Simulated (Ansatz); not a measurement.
CdI2-type ReSb₂

Method: PBE, scalar-relativistic; no spin polarisation; PAW, 420 eV, Γ-centred 12×12×4 mesh, 0.05 eV Gaussian smearing; code Ansatz. The datasets are Ansatz's generated set soft_2.

```cif
data_structure
_symmetry_space_group_name_H-M 'P-3m1'
_symmetry_Int_Tables_number 164
_cell_length_a 3.2832
_cell_length_b 3.2832
_cell_length_c 8.8616
_cell_angle_alpha 90.000
_cell_angle_beta 90.000
_cell_angle_gamma 120.000
_cell_volume 82.73
loop_
_atom_site_label
_atom_site_type_symbol
_atom_site_symmetry_multiplicity
_atom_site_Wyckoff_symbol
_atom_site_fract_x
_atom_site_fract_y
_atom_site_fract_z
_atom_site_occupancy
Re1 Re 1 a 0.00000 0.00000 0.00000 1
Sb1 Sb 2 d 0.33333 0.66667 0.22598 1
```

This is a trial structure made by placing the elements on a prototype's sites, so it needn't be the stable form.

The cell above was scaled in volume, and shape and atoms were relaxed at each volume within its symmetry. Energies are counted from the cell above.

The cell is relaxed to zero pressure at this level.

| V (Å³/atom) | ΔE (meV/atom) | P (GPa) |
| --- | --- | --- |
| 26.06 | 1.2 | 0.25 |
| 26.47 | 0.5 | 0.18 |
| 27.02 | 0.1 | 0.11 |
| 27.58 | 0.0 | 0.01 |
| 28.13 | 0.1 | -0.03 |
| 28.68 | 0.2 | -0.04 |
| 29.51 | 0.5 | -0.04 |
| 30.33 | 0.8 | -0.04 |

Question: Can a bulk modulus be trusted from these points?

Answer: No. The energies are smooth (scatter 0.02 meV/atom), but the fit's B0′ of 23.7 is out of the usual range: the curve is too flat or too lopsided over this range, as for soft or weakly bound crystals, and a third-order form can't fix it.

No spin–orbit coupling, a notable omission for heavy elements. The cell is a metal with an odd number of electrons, and spin polarisation wasn't tried. The structure is built of weakly bound layers, and this functional has no dispersion term, so their spacing and all that hangs on it (volume, the soft elastic constants, low modes, dielectric constants) are poorly given.
